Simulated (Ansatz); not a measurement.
A frame of Si13P2Pt3Au2 from dynamics at 1690 K, with the forces (eV/Å) computed on a k mesh in the last three columns. Computed with Ansatz 0.2.0, DFT PBE, scalar-relativistic, plane waves, PAW.

Plane waves to 420 eV, a k mesh through Γ of 4×4×3 on the computed 20-atom cell and Fermi–Dirac smearing (0.15 eV); no spin polarisation.

```xyz
20
Lattice="6.479 -0.002 -0.033 -0.002 6.784 0.147 -0.033 0.147 7.157" Properties=species:S:1:pos:R:3:forces:R:3 pbc="T T T"
Si    3.150    3.002    5.835    1.720    0.820   -0.270
Si    6.140    3.283    7.185   -1.020    0.600    1.180
Si    3.593    6.456    2.160   -0.190    1.310    0.810
Si    0.188    6.255    3.957   -0.740   -0.170   -0.230
Si    0.910    2.734    5.465   -1.010    0.520   -0.890
Si    0.572    0.498    1.669   -1.420   -0.400    0.640
Si    1.844    4.579    7.154    0.300   -0.810    1.420
Si    2.090    5.155    4.909    0.910    0.090    1.230
Si    3.033    2.511    2.106    0.800    0.580    1.910
Si    4.937    1.356    3.574   -0.810    0.330   -1.820
Si    0.762    6.530    6.608   -0.330    0.370   -0.770
Si    4.942    4.088    2.395   -1.020    0.520   -0.460
Si    4.690    1.386    6.715    0.520    0.840    0.590
Pt    2.000    0.946    4.545    0.450    0.090    0.200
Pt    2.396    1.173    0.386    0.090   -0.450   -0.710
Pt    5.121    5.884    0.615    1.920   -1.040   -0.600
P     4.237    6.739    5.177   -1.040   -1.830    0.620
P     5.047    4.474    4.814   -0.110    0.660   -0.420
Au    1.939    4.779    2.682    0.920    0.410   -2.400
Au    0.348    2.828    2.990    0.070   -2.440   -0.050
```

Static pressure 13.0 GPa (no kinetic part), no gap on the mesh.

Counting as bonded all pairs within 1.2 times the summed covalent radii:

| atom → neighbour | mean count | mean length (Å) | spread (Å) |
| --- | --- | --- | --- |
| Au → Au | 1.00 | 2.54 | 0.00 |
| Au → Pt | 0.50 | 2.95 | 0.00 |
| Au → Si | 5.00 | 2.55 | 0.17 |
| P → P | 1.00 | 2.43 | 0.00 |
| P → Pt | 1.00 | 2.66 | 0.16 |
| P → Si | 2.50 | 2.40 | 0.18 |
| Pt → Au | 0.33 | 2.95 | 0.00 |
| Pt → P | 0.67 | 2.66 | 0.16 |
| Pt → Pt | 0.67 | 3.04 | 0.00 |
| Pt → Si | 5.67 | 2.49 | 0.16 |
| Si → Au | 0.77 | 2.55 | 0.17 |
| Si → P | 0.39 | 2.40 | 0.18 |
| Si → Pt | 1.31 | 2.49 | 0.16 |
| Si → Si | 2.46 | 2.45 | 0.12 |

Angles between all pairs of such bonds at an atom (mean ± spread): 102 ± 33° at Au, 104 ± 28° at P, 97 ± 33° at Pt, 102 ± 30° at Si.

Spin-orbit coupling is left out, which matters for the bands of heavy elements.

Cost: 1 run of about 2.7 core-minutes, on Arm Neoverse V1 (shared hosts).